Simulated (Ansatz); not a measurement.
NaCl (CsCl type, Pm-3m), a = b = c = 3.447 Å, α = β = γ = 90.00°.

Relaxed with PBEsol. DFT-PBEsol in the program Ansatz with PAW potentials gives a gap of 4.00 eV.

Task: What gap does HSE06 give on the same cell (Ansatz, PAW)?

Result: 5.47 eV, 1.48 eV more. The hybrid was solved on a coarser mesh and at special points; its gap is the smallest among all of these.

```tsv
k	v1 PBEsol	c1 PBEsol	v1 HSE06	c1 HSE06
Γ	-0.54	4.00	-0.57	5.47
R	-2.03	6.92	[?]	[?]
M	0.00	5.39	[?]	[?]
X	-0.28	6.88	[?]	[?]
```

Task: Top valence (v1) and lowest conduction level (c1) in eV from each method's valence maximum (which need not be a listed point): supply the withheld HSE06 values.

Result: 
- X, v1 HSE06: -0.30
- X, c1 HSE06: 8.44
- M, v1 HSE06: 0.00
- M, c1 HSE06: 6.84
- R, v1 HSE06: -2.16
- R, c1 HSE06: 8.43

Cost on shared cores: the PBEsol run (SCF on a 8×8×8 mesh, then bands and DOS) very roughly 9 core-seconds, the HSE06 run (SCF on 6×6×6, then a few points) roughly 70 core-seconds; the tasks are unlike.

This is a known high-pressure phase of the composition, computed here at zero pressure and temperature. The cell was relaxed with PBEsol under the symmetry of its start. At this level the phase is dynamically unstable (imaginary phonons).

Potentials: the later of the program's two PAW sets.
